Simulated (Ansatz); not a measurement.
Where the states of YSe lie

```yaml
crystal:
  lattice:
    - [0.00000, 2.87500, 2.87500]
    - [2.87500, 0.00000, 2.87500]
    - [2.87500, 2.87500, 0.00000]
  atoms:
    - { symbol: Y, position: [0.00000, 0.00000, 0.00000] }
    - { symbol: Se, position: [0.50000, 0.50000, 0.50000] }
```

The cell comes from COD entry 1527462, which wasn't checked; take it as a given geometry.

Spin polarisation is left out, and whether a magnetic state lies lower isn't shown here.

These are results of DFT, LDA, all-electron LAPW, scalar-relativistic (Ansatz 0.2.0), not measurements.

Settings: a Γ-centred 7×7×7 k mesh, Fermi–Dirac smearing of 0.03 eV, basis error target 0.25 meV/atom, no spin polarisation.

States per eV and cell, averaged over 0.6 eV, from -7.0 to 0.0 eV, with energies (bin centres) from the Fermi level; empty bins are left out. The partial columns, the largest 3 alone, are projections on Löwdin-orthogonalised atomic shells (those that the program's projection atoms carry: the occupied ones and, for some elements, an empty d or f shell; other empty shells have no column), summed over atoms of an element. Weights on diffuse s and p shells depend on that basis and aren't pure angular character.

| E (eV) | total | Se 4p | Y 4d | Y 5s |
| --- | --- | --- | --- | --- |
| -6.8 | 0.19 | 0.11 | 0.04 | 0.03 |
| -6.2 | 1.50 | 0.98 | 0.28 | 0.20 |
| -5.6 | 1.41 | 1.03 | 0.19 | 0.13 |
| -5.0 | 3.12 | 2.29 | 0.73 | 0.02 |
| -4.4 | 2.97 | 2.27 | 0.63 | 0.01 |
| -3.8 | 0.75 | 0.62 | 0.12 | 0.00 |
| -3.2 | 0.05 | 0.05 | 0.00 | 0.00 |
| -2.0 | 0.05 | 0.00 | 0.05 | 0.00 |
| -1.4 | 0.30 | 0.03 | 0.26 | 0.00 |
| -0.8 | 0.57 | 0.05 | 0.49 | 0.01 |
| -0.2 | 1.07 | 0.09 | 0.88 | 0.03 |

Task: Which of the resolved shells contributes most within 0.3 eV of the Fermi level?

Result: Y 4d, with 81 % of all states there; Se 4p follows with 8 %.

Task: Where is the centre of the filled Y 4d states between -14 eV and the top of the filled states?

Result: -2.98 eV from the Fermi level.
